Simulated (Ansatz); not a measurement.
TiZn₂O₄:
```cif
data_O8Ti2Zn4
_chemical_formula_sum 'Ti2 Zn4 O8'
_space_group_name_H-M_alt 'P 1'
_space_group_IT_number 1
_cell_length_a 5.99929
_cell_length_b 5.99929
_cell_length_c 5.99929
_cell_angle_alpha 121.453
_cell_angle_beta 120.667
_cell_angle_gamma 88.176
loop_
_space_group_symop_operation_xyz
  'x, y, z'
loop_
_atom_site_label
_atom_site_type_symbol
_atom_site_fract_x
_atom_site_fract_y
_atom_site_fract_z
_atom_site_occupancy
Ti1 Ti 0.50000 0.50000 0.00000 1
Ti2 Ti 0.00000 0.50000 0.50000 1
Zn1 Zn 0.88899 0.13899 0.75000 1
Zn2 Zn 0.11101 0.86101 0.25000 1
Zn3 Zn 0.50000 0.50000 0.50000 1
Zn4 Zn 0.50000 0.00000 0.00000 1
O1 O 0.28770 0.27455 0.01315 1
O2 O 0.71230 0.72545 0.98685 1
O3 O 0.76141 0.27455 0.48685 1
O4 O 0.23859 0.72545 0.51315 1
O5 O 0.75379 0.27916 0.02537 1
O6 O 0.24621 0.72084 0.97463 1
O7 O 0.75379 0.72842 0.47463 1
O8 O 0.24621 0.27158 0.52537 1
```

Relaxed with PBEsol.

Problem. Give the optical modes at the zone centre with their infrared activity from DFPT, plane-wave PAW PBEsol (Ansatz code).

Solution. Transverse frequencies, without the LO–TO term; a row sums one degenerate level.

```tsv
ω (cm⁻¹)	degeneracy	IR ((D/Å)²/amu)	activity
36i	1	55.49	IR
29i	1	0.00	IR-inactive
60	1	0.92	IR
121	1	5.48	IR
131	1	0.24	IR
132	1	2.24	IR
141	1	0.00	IR-inactive
164	1	0.00	IR-inactive
166	1	0.00	IR-inactive
166	1	0.13	IR
169	1	0.00	IR-inactive
216	1	80.76	IR
244	1	16.25	IR
258	1	56.42	IR
271	1	0.00	IR-inactive
289	1	0.00	IR-inactive
313	1	0.03	IR
320	1	0.00	IR-inactive
327	1	0.00	IR-inactive
331	1	5.67	IR
335	1	0.00	IR-inactive
368	1	15.78	IR
380	1	26.37	IR
380	1	0.00	IR-inactive
382	1	2.75	IR
436	1	0.00	IR-inactive
446	1	1.12	IR
459	1	0.00	IR-inactive
460	1	0.00	IR-inactive
468	1	12.33	IR
482	1	0.00	IR-inactive
484	1	37.76	IR
512	1	0.00	IR-inactive
515	1	26.04	IR
525	1	2.69	IR
555	1	0.00	IR-inactive
625	1	5.61	IR
629	1	0.00	IR-inactive
672	1	0.00	IR-inactive
```

Problem. How high does the top mode go among those that the LO–TO term moves?

Solution. 637 cm⁻¹ for q along x, 631 cm⁻¹ for q along y, 709 cm⁻¹ for q along z.

Space group Imma. The first step of the workflow began from a Materials Project structure, measured or hypothetical; the Crystallography Open Database copy checked does not list it. COD files the formula under space group No. 95. Whether it is the stable phase at ambient conditions was not checked. The PBEsol relaxation kept the symmetry of its start; phonons show weakly imaginary modes. The run is not spin-polarised.

Potentials: the later of the program's two PAW sets.
